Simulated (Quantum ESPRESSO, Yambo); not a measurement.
AgI (zinc blende, space group F-43m, No. 216): one geometry, one set of PBEsol (Quantum ESPRESSO, PseudoDojo norm-conserving, 82 Ry, with spin-orbit coupling) orbitals, self-energies from Yambo (4×4×4 Γ-centred k mesh, bands 9 to 152 and a 6 Ry block in the screening, 152 bands in G with the Bruneval-Gonze terminator, plasmon pole fitted at 27.2 eV).

```json
[
 {"level": "PBEsol (Quantum ESPRESSO)", "gap Γ → Γ (eV)": "0.97"},
 {"level": "exchange only (Hartree-Fock self-energy on PBEsol orbitals)", "gap Γ → Γ (eV)": "8.17"},
 {"level": "static COHSEX@PBEsol", "gap Γ → Γ (eV)": "?"},
 {"level": "G0W0@PBEsol, plasmon pole", "gap Γ → Γ (eV)": "?"}
]
```

### Question
Some entries are withheld; supply them.

### Answer

- static COHSEX@PBEsol, gap Γ → Γ (eV): 2.41
- G0W0@PBEsol, plasmon pole, gap Γ → Γ (eV): 2.08

Bare exchange has no screening and gives the widest gap; static COHSEX screens it but leaves out the frequency dependence, which G0W0 restores.

Nearest settings tried, and what they do to the gap: 74 bands in W: +110 meV. Not varied: bands in G, block, mesh. So the settings aren't converged at that level.

Geometry relaxed with PBEsol; primitive cell a = 4.5578 Å, b = 4.5578 Å, c = 4.5578 Å, α = 60.00°, β = 60.00°, γ = 60.00°.
